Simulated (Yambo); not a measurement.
Material: HgI (space group I4/mmm, No. 139); a = b = c = 6.813 Å, α = β = 138.21°, γ = 60.58° (4 atoms in the cell). Cell and atoms were relaxed with PBE+D3(BJ) from Materials Project entry mp-22859, within its symmetry.

With PBEsol (Quantum ESPRESSO, PseudoDojo norm-conserving, 70 Ry, no spin-orbit coupling), the gap between the mesh's edge points (N → P) is 1.279 eV.

**Question.** By how much does one-shot G0W0 (Yambo; 4×4×4 Γ-centred k mesh, bands 9 to 163 and a 6 Ry block in the screening, 163 bands in G with the Bruneval-Gonze terminator, plasmon pole fitted at 27.2 eV) open this gap, and what gap results?

**Answer.** The correction is 0.860 eV, giving 2.140 eV, 1.7 times the PBEsol value. The mesh misses a band edge: along a dense path the PBEsol gap is 1.13 eV against 1.28 eV on the mesh. Convergence of the G0W0 settings was not tested. Without spin-orbit coupling, band edges of such heavy elements can be off by tenths of an eV.
